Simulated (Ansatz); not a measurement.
BaAlSi:
```
CELL_PARAMETERS angstrom
      4.30599     0.00000     0.00000
     -2.15300     3.72910     0.00000
      0.00000     0.00000     5.21378
ATOMIC_POSITIONS crystal
  Ba 0.00000 0.00000 0.00000
  Al 0.66667 0.33333 0.50000
  Si 0.33333 0.66667 0.50000
```

Relaxed with r²SCAN. Special points in fractions of this cell's reciprocal vectors: Γ (0.000, 0.000, 0.000); M (0.500, 0.000, 0.000); K (0.333, 0.333, 0.000); A (0.000, 0.000, 0.500); L (0.500, 0.000, 0.500); H (0.333, 0.333, 0.500).

### Question
List the band energies nearest the Fermi level at these points for plane-wave PAW r²SCAN (Ansatz code).

### Answer
In eV from the Fermi level; about four levels below and three above (degenerate sets whole), none deeper than 8.9 eV; points with the same levels are listed once.

```csv
k,below,above
Γ,-1.72 -1.27 -1.27 -0.25,0.96 2.67 2.67
M,-5.90 -2.06 -1.96 -0.46,1.14 2.61 2.84
K,-5.61 -3.99 -1.46 -0.57,1.97 2.46 3.52
A,-3.66 -1.04 -1.04,1.49 1.54 1.54
L,-5.49 -2.49 -1.52 -0.66,1.09 3.37 4.19
H,-5.98 -3.20 -1.15 -0.32,2.99 3.96 4.56
```

Space group P-6m2. The workflow started from a Materials Project entry (that database holds measured and hypothetical structures alike); the Crystallography Open Database copy checked does not list it. With Al and Si taken as one species the cell has the higher symmetry P6/mmm, so it may be an ordered model of a mixed-site phase. Whether it is the stable phase at ambient conditions was not checked. The r²SCAN relaxation kept the symmetry of its start; its stability against distortions is not shown here. Spin–orbit coupling is left out wherever it is not named.

Potentials: the later of the program's two PAW sets.
